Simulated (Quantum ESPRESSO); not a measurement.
# NbHf3NO7: one run as intended and one with a planted mistake

Computed values, not a measurement. The program is pw.x of Quantum ESPRESSO 7.5 (plane-wave density functional theory). The cell is made up: 12 atoms on a rutile lattice, with randomly drawn elements, strain and displacements, not relaxed. PseudoDojo standard norm-conserving files (v0.5 for PBE, v0.4.1 for LDA and PBEsol) set the functional; there is no spin polarisation, spin-orbit coupling or dispersion term, and the masses in the input are unused placeholders.

The hafnium pseudopotential is less sure than the others, with forces about 3 percent (worst 6) and pressure in oxides about 1.5 GPa (worst 2.7) from a second method in checks, which no rerun with the same files tests.

Intended input:

```
&control calculation='scf', pseudo_dir='./dojo.nc.sr.pbe.v0_5.standard.upf', outdir='./o', disk_io='low', tprnfor=.true., tstress=.true. /
&system ibrav=0, nat=12, ntyp=4, nbnd=54, ecutwfc=84.00895049, nosym=.true., tot_charge=0,
 occupations='smearing', smearing='fd', degauss=0.0018374661
/
&electrons conv_thr=7.350e-09, electron_maxstep=60, /
ATOMIC_SPECIES
Hf 1.0 Hf.upf
N 1.0 N.upf
Nb 1.0 Nb.upf
O 1.0 O.upf
CELL_PARAMETERS angstrom
4.8651 0.0 0.0
0.0 4.8651 0.0
0.0 0.0 6.4336
ATOMIC_POSITIONS angstrom
Nb -0.041 0.0581 0.0027
Hf 2.4179 2.4169 1.5922
Hf 0.0074 -0.0019 3.212
Hf 2.3898 2.4298 4.824
N 1.5348 1.4983 0.0101
O 3.4342 3.3385 -0.0465
O 3.9077 0.9555 1.5826
O 0.9716 3.9111 1.6478
O 1.5002 1.4868 3.2064
O 3.3507 3.3773 3.2453
O 3.9489 0.9462 4.7731
O 0.8722 3.9041 4.8514
K_POINTS automatic
5 5 4 1 1 1
```

The log is shortened where brackets say so; the opening notice, blank lines, dates and the lines on written files are dropped, and the path of the files is cut. It prints rydbergs, bohrs and kilobars, and counts compression as positive stress. Where no state is partly filled, the Fermi energy that it prints is only some level between the filled and the empty states on the mesh, and need not lie in the true gap.

Log of the intended run:

```
     Program PWSCF v.7.5
     Parallel version (MPI & OpenMP), running on       4 processor cores
     Number of MPI processes:                 4
     Threads/MPI process:                     1
     [start-up lines left out]
     bravais-lattice index     =            0
     lattice parameter (alat)  =       9.1937  a.u.
     unit-cell volume          =    1027.6239 (a.u.)^3
     number of atoms/cell      =           12
     number of atomic types    =            4
     number of electrons       =        96.00
     number of Kohn-Sham states=           54
     kinetic-energy cutoff     =      84.0090  Ry
     charge density cutoff     =     336.0358  Ry
     scf convergence threshold =      7.3E-09
     mixing beta               =       0.7000
     number of iterations used =            8  plain     mixing
     Exchange-correlation= PBE
                           (   1   4   3   4   0   0   0)
     [axes and pseudopotential details left out]
   Cartesian axes
     site n.     atom                  positions (alat units)
         1        Nb     tau(   1) = (  -0.0084274   0.0119422   0.0005550  )
         2        Hf     tau(   2) = (   0.4969888   0.4967832   0.3272697  )
         3        Hf     tau(   3) = (   0.0015210  -0.0003905   0.6602125  )
         4        Hf     tau(   4) = (   0.4912129   0.4994347   0.9915521  )
         5        N      tau(   5) = (   0.3154714   0.3079690   0.0020760  )
         6        O      tau(   6) = (   0.7058848   0.6862141  -0.0095579  )
         7        O      tau(   7) = (   0.8032106   0.1963988   0.3252965  )
         8        O      tau(   8) = (   0.1997081   0.8039095   0.3386981  )
         9        O      tau(   9) = (   0.3083595   0.3056052   0.6590615  )
        10        O      tau(  10) = (   0.6887217   0.6941892   0.6670572  )
        11        O      tau(  11) = (   0.8116791   0.1944873   0.9810898  )
        12        O      tau(  12) = (   0.1792769   0.8024707   0.9971840  )
     number of k points=    50  Fermi-Dirac smearing, width (Ry)=  0.0018
                       cart. coord. in units 2pi/alat
        k(    1) = (   0.1000000   0.1000000   0.0945252), wk =   0.0400000
        k(    2) = (   0.1000000   0.1000000   0.2835757), wk =   0.0400000
     [further k points left out]
     Dense  grid:   106831 G-vectors     FFT dimensions: (  54,  54,  72)
     Estimated max dynamical RAM per process >     325.06 MB
     Estimated total dynamical RAM >       1.19 GB
     Initial potential from superposition of free atoms
     starting charge      95.9921, renormalised to      96.0000
     Starting wfcs are   72 randomized atomic wfcs
     total cpu time spent up to now is        4.6 secs
     per-process dynamical memory:   253.2 Mb
     Self-consistent Calculation
     iteration #  1     ecut=    84.01 Ry     beta= 0.70
     Davidson diagonalization with overlap
     ethr =  1.00E-02,  avg # of iterations =  2.0
     total cpu time spent up to now is       11.6 secs
     total energy              =    -713.69796996 Ry
     estimated scf accuracy    <       5.98613411 Ry
     iteration #  2     ecut=    84.01 Ry     beta= 0.70
     Davidson diagonalization with overlap
     ethr =  6.24E-03,  avg # of iterations =  6.4
     total cpu time spent up to now is       22.6 secs
     total energy              =    -711.18024424 Ry
     estimated scf accuracy    <      30.82905770 Ry
     [iterations 3 to 14 left out]
     iteration # 15     ecut=    84.01 Ry     beta= 0.70
     Davidson diagonalization with overlap
     ethr =  2.63E-10,  avg # of iterations =  3.9
     total cpu time spent up to now is      137.1 secs
     total energy              =    -716.77829574 Ry
     estimated scf accuracy    <       0.00000003 Ry
     iteration # 16     ecut=    84.01 Ry     beta= 0.70
     Davidson diagonalization with overlap
     ethr =  3.49E-11,  avg # of iterations =  4.1
     total cpu time spent up to now is      146.4 secs
     End of self-consistent calculation
     [lines on levels left out]
     the Fermi energy is    10.8696 ev
!    total energy              =    -716.77829575 Ry
     estimated scf accuracy    <          3.5E-09 Ry
     smearing contrib. (-TS)   =      -0.00000000 Ry
     internal energy E=F+TS    =    -716.77829575 Ry
     The total energy is F=E-TS. E is the sum of the following terms:
     one-electron contribution =    -177.82255698 Ry
     hartree contribution      =     137.69482269 Ry
     xc contribution           =    -176.45556440 Ry
     ewald contribution        =    -500.19499705 Ry
     convergence has been achieved in  16 iterations
     Forces acting on atoms (cartesian axes, Ry/au):
     atom    1 type  3   force =     0.07471802    0.05632948   -0.01947986
     atom    2 type  1   force =    -0.00353530    0.01912273   -0.00354748
     atom    3 type  1   force =     0.00038796   -0.02103197    0.00360392
     atom    4 type  1   force =    -0.00054970    0.00307329    0.00813794
     atom    5 type  2   force =    -0.11331392   -0.10767410   -0.00624509
     atom    6 type  4   force =     0.03131584    0.05173812    0.01824579
     atom    7 type  4   force =     0.03484989   -0.04226124   -0.02036642
     atom    8 type  4   force =    -0.03793255    0.02820141   -0.04359297
     atom    9 type  4   force =    -0.01530340   -0.01821467   -0.00042077
     atom   10 type  4   force =     0.02886367    0.02712995   -0.01365249
     atom   11 type  4   force =     0.00275291   -0.01159538    0.05546844
     atom   12 type  4   force =    -0.00225341    0.01518238    0.02184898
     Total force =     0.228744     Total SCF correction =     0.000142
     Computing stress (Cartesian axis) and pressure
          total   stress  (Ry/bohr**3)                   (kbar)     P=      -16.83
  -0.00017501  -0.00022900  -0.00004193          -25.74      -33.69       -6.17
  -0.00022900  -0.00016009   0.00005813          -33.69      -23.55        8.55
  -0.00004193   0.00005813  -0.00000820           -6.17        8.55       -1.21
     init_run     :      4.37s CPU      4.52s WALL (       1 calls)
     electrons    :    141.55s CPU    141.86s WALL (       1 calls)
     forces       :      1.85s CPU      1.87s WALL (       1 calls)
     stress       :      6.40s CPU      6.55s WALL (       1 calls)
     [timing details left out]
     PWSCF        :   2m34.29s CPU   2m34.94s WALL
     JOB DONE.
```

A second run has one planted mistake: the plane-wave cutoff is too low. The input lines that differ, file-writing options aside:

```
- &system ibrav=0, nat=12, ntyp=4, nbnd=54, ecutwfc=84.00895049, nosym=.true., tot_charge=0,
+ &system ibrav=0, nat=12, ntyp=4, nbnd=54, ecutwfc=60.63638159, nosym=.true., tot_charge=0,
```

Its log:

```
     Program PWSCF v.7.5
     Parallel version (MPI & OpenMP), running on       4 processor cores
     Number of MPI processes:                 4
     Threads/MPI process:                     1
     [start-up lines left out]
     bravais-lattice index     =            0
     lattice parameter (alat)  =       9.1937  a.u.
     unit-cell volume          =    1027.6239 (a.u.)^3
     number of atoms/cell      =           12
     number of atomic types    =            4
     number of electrons       =        96.00
     number of Kohn-Sham states=           54
     kinetic-energy cutoff     =      60.6364  Ry
     charge density cutoff     =     242.5455  Ry
     scf convergence threshold =      7.3E-09
     mixing beta               =       0.7000
     number of iterations used =            8  plain     mixing
     Exchange-correlation= PBE
                           (   1   4   3   4   0   0   0)
     [axes and pseudopotential details left out]
   Cartesian axes
     site n.     atom                  positions (alat units)
         1        Nb     tau(   1) = (  -0.0084274   0.0119422   0.0005550  )
         2        Hf     tau(   2) = (   0.4969888   0.4967832   0.3272697  )
         3        Hf     tau(   3) = (   0.0015210  -0.0003905   0.6602125  )
         4        Hf     tau(   4) = (   0.4912129   0.4994347   0.9915521  )
         5        N      tau(   5) = (   0.3154714   0.3079690   0.0020760  )
         6        O      tau(   6) = (   0.7058848   0.6862141  -0.0095579  )
         7        O      tau(   7) = (   0.8032106   0.1963988   0.3252965  )
         8        O      tau(   8) = (   0.1997081   0.8039095   0.3386981  )
         9        O      tau(   9) = (   0.3083595   0.3056052   0.6590615  )
        10        O      tau(  10) = (   0.6887217   0.6941892   0.6670572  )
        11        O      tau(  11) = (   0.8116791   0.1944873   0.9810898  )
        12        O      tau(  12) = (   0.1792769   0.8024707   0.9971840  )
     number of k points=    50  Fermi-Dirac smearing, width (Ry)=  0.0018
                       cart. coord. in units 2pi/alat
        k(    1) = (   0.1000000   0.1000000   0.0945252), wk =   0.0400000
        k(    2) = (   0.1000000   0.1000000   0.2835757), wk =   0.0400000
     [further k points left out]
     Dense  grid:    65469 G-vectors     FFT dimensions: (  45,  45,  64)
     Estimated max dynamical RAM per process >     202.99 MB
     Estimated total dynamical RAM >     764.01 MB
     Check: negative core charge=   -0.000028
     Initial potential from superposition of free atoms
     starting charge      95.9921, renormalised to      96.0000
     Starting wfcs are   72 randomized atomic wfcs
     total cpu time spent up to now is        3.0 secs
     per-process dynamical memory:   159.2 Mb
     Self-consistent Calculation
     iteration #  1     ecut=    60.64 Ry     beta= 0.70
     Davidson diagonalization with overlap
     ethr =  1.00E-02,  avg # of iterations =  2.0
     total cpu time spent up to now is        7.6 secs
     total energy              =    -713.67179151 Ry
     estimated scf accuracy    <       5.91717365 Ry
     iteration #  2     ecut=    60.64 Ry     beta= 0.70
     Davidson diagonalization with overlap
     ethr =  6.16E-03,  avg # of iterations =  6.3
     total cpu time spent up to now is       14.8 secs
     total energy              =    -711.15066752 Ry
     estimated scf accuracy    <      30.63195276 Ry
     [iterations 3 to 14 left out]
     iteration # 15     ecut=    60.64 Ry     beta= 0.70
     Davidson diagonalization with overlap
     ethr =  2.08E-10,  avg # of iterations =  3.7
     total cpu time spent up to now is       87.3 secs
     total energy              =    -716.71248412 Ry
     estimated scf accuracy    <       0.00000002 Ry
     iteration # 16     ecut=    60.64 Ry     beta= 0.70
     Davidson diagonalization with overlap
     ethr =  2.36E-11,  avg # of iterations =  4.1
     total cpu time spent up to now is       93.4 secs
     End of self-consistent calculation
     [lines on levels left out]
     the Fermi energy is    10.8725 ev
!    total energy              =    -716.71248412 Ry
     estimated scf accuracy    <          4.4E-09 Ry
     smearing contrib. (-TS)   =      -0.00000000 Ry
     internal energy E=F+TS    =    -716.71248412 Ry
     The total energy is F=E-TS. E is the sum of the following terms:
     one-electron contribution =    -177.70807156 Ry
     hartree contribution      =     137.61664867 Ry
     xc contribution           =    -176.42606418 Ry
     ewald contribution        =    -500.19499705 Ry
     convergence has been achieved in  16 iterations
     Forces acting on atoms (cartesian axes, Ry/au):
     atom    1 type  3   force =     0.07487167    0.05646466   -0.01916462
     atom    2 type  1   force =    -0.00359760    0.01905866   -0.00353426
     atom    3 type  1   force =     0.00042836   -0.02103321    0.00367299
     atom    4 type  1   force =    -0.00055421    0.00311901    0.00810361
     atom    5 type  2   force =    -0.11314394   -0.10747116   -0.00621250
     atom    6 type  4   force =     0.03111395    0.05127922    0.01823664
     atom    7 type  4   force =     0.03467013   -0.04208121   -0.02030589
     atom    8 type  4   force =    -0.03776801    0.02815201   -0.04335722
     atom    9 type  4   force =    -0.01542364   -0.01831247   -0.00051676
     atom   10 type  4   force =     0.02904980    0.02727143   -0.01357755
     atom   11 type  4   force =     0.00255357   -0.01151681    0.05505150
     atom   12 type  4   force =    -0.00220008    0.01506988    0.02160406
     Total force =     0.228254     Total SCF correction =     0.000150
     Computing stress (Cartesian axis) and pressure
          total   stress  (Ry/bohr**3)                   (kbar)     P=      -87.01
  -0.00065220  -0.00023127  -0.00004132          -95.94      -34.02       -6.08
  -0.00023127  -0.00063721   0.00005731          -34.02      -93.74        8.43
  -0.00004132   0.00005731  -0.00048500           -6.08        8.43      -71.35
     init_run     :      2.85s CPU      2.95s WALL (       1 calls)
     electrons    :     90.13s CPU     90.34s WALL (       1 calls)
     forces       :      1.10s CPU      1.11s WALL (       1 calls)
     stress       :      3.75s CPU      3.75s WALL (       1 calls)
     [timing details left out]
     PWSCF        :   1m37.93s CPU   1m38.30s WALL
     JOB DONE.
```

|  | intended run | run with the mistake |
| --- | --- | --- |
| free energy (eV) | -9752.266 | -9751.370 |
| smearing term -TS (eV) | 0.0000 | 0.0000 |
| pressure (GPa) | -1.68 | -8.70 |
| largest force component (eV/Å) | 2.913 | 2.909 |
| largest change of a force component (eV/Å) |  | 0.012 |
| iterations | 16 | 16 |

For scale, a rerun of the intended cell at a cutoff of 1467 eV and k mesh 7 x 7 x 6 moved values by no more than 0.004 eV in energy, 0.04 GPa in stress and 0.003 eV/Å in force.